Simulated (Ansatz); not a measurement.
# Stress against strain in ZrHg3

```xyz
4
Lattice="4.3652 0.0000 0.0000 0.0000 4.3652 0.0000 0.0000 0.0000 4.3652" Properties=species:S:1:pos:R:3 pbc="T T T"
Zr    0.0000    0.0000    0.0000
Hg    0.0000    2.1826    2.1826
Hg    2.1826    0.0000    2.1826
Hg    2.1826    2.1826    0.0000
```

Atom numbers follow the list: Zr1, Hg2, Hg3, Hg4.

The cell is COD entry 1522700, as deposited and not checked against the literature; nothing was relaxed.

Spin–orbit coupling is left out, though it moves levels of the heavy atoms by tenths of an eV or more.

The calculation used Ansatz 0.2.0, DFT, PBEsol, all-electron LAPW, scalar-relativistic.

Numerical set-up: a Γ-centred 8×8×8 k mesh, Fermi–Dirac smearing of 0.05 eV, basis error target 0.5 meV/atom, no spin polarisation.

The strain is applied along the Cartesian axes of the cell as listed (γ is the engineering shear, twice εxy = εyz = εzx). Fractional coordinates are held (clamped ions).

σ is the change of stress from the unstrained cell, which is at -0.24 GPa; tension is positive, so slopes are stress–strain coefficients at that pressure. In a metal the k mesh adds noise.

Only quantities that a quadratic follows smoothly over the whole series are listed; rougher ones are left out.

```tsv
γ	σxy (GPa)
-0.0200	-0.91
-0.0100	-0.45
0.0000	0.00
0.0200	0.96
```

Q: Fit the series and read off the stiffness at zero strain.

A: Least-squares fits y = p0 + p1 x + p2 x² to the rows give σxy (GPa): p1 = 46.7, p2 = 52. So C44 (clamped ions) = 47 GPa.

Q: One run, at γ = 0.0100, is withheld. Predict its row.

A: The fits give 0.48; the run gave 0.47.
